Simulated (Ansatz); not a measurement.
Relaxed Fe (bcc, W type):

```xyz
2
Lattice="-2.8650 2.8650 2.8650 1.4325 -1.4325 1.4325 1.4325 1.4325 -1.4325" Properties=species:S:1:pos:R:3 pbc="T T T"
Fe     0.0000     0.0000     0.0000
Fe    -1.4325     1.4325     1.4325
```

In this cell atom 1 (Fe, nearest neighbour Fe at 2.481 Å; its periodic images, 2.5 Å or more away, move with it) is moved by u·(1.000, 0.000, 0.000) + v·(0.000, 1.000, 0.000); the rest is frozen.

Level of theory: r2SCAN (plane waves to 500 eV, PAW, scalar-relativistic; Ansatz, a quantum-chemistry and plane-wave program). k mesh 9×18×18 (Γ-centred), Fermi-Dirac smearing 0.05 eV. Compression counts positive. Points where atoms come too close for the PAW data are left out (x in tables, blank in figures). With partly filled bands, energies and forces of such displacements shift with the k mesh and the smearing. On this mesh the relaxed cell isn't quite at rest: it carries a pressure of -0.2 GPa (compression positive) at the zero of the scan. Fe was relaxed with its symmetry unable to fall. Relaxed Fe ends ferromagnetic. The PAW data are Ansatz's earlier set. Other magnetic orders were not checked, so this need not be the ground state. The last digit holds for this mesh only.

Changes of P (GPa) from the point u = 0.000 Å, v = 0.000 Å when one coordinate moves alone (two changes are said to add if the coupling is within 5 % of the smaller one, nearly so within 20 %):

```
point                      change
-------------------------  ------
u = 0.000 Å, v = -0.620 Å   28.26
u = 0.000 Å, v = -0.310 Å    6.52
u = -0.620 Å, v = 0.000 Å   12.30
u = -0.310 Å, v = 0.000 Å    3.69
u = 0.310 Å, v = 0.000 Å     3.69
u = 0.620 Å, v = 0.000 Å    12.30
u = 0.000 Å, v = 0.310 Å     6.52
u = 0.000 Å, v = 0.620 Å    28.26
```

Q: What is the change at u = 0.620 Å, v = -0.310 Å, where both move, and how far is it from the sum?

A: The sum of the single changes is 12.30 + (6.52) = 18.82; the calculation gives 19.44, so the coupling contributes 0.62 (under 20 % of the smaller single change, nearly additive).

Q: Do the two effects add at u = 0.310 Å, v = -0.310 Å? Give the computed change.

A: The sum of the single changes is 3.69 + (6.52) = 10.21; the calculation gives 10.51, so the coupling contributes 0.30 (under 20 % of the smaller single change, nearly additive).

Q: Do the two effects add at u = 0.310 Å, v = -0.620 Å? Give the computed change.

A: The sum of the single changes is 3.69 + (28.26) = 31.95; the calculation gives 31.45, so the coupling contributes -0.50 (under 20 % of the smaller single change, nearly additive).

(For displaced atoms, the force is minus the slope of the energy, and its curvature is a force constant, which sets phonon frequencies.)
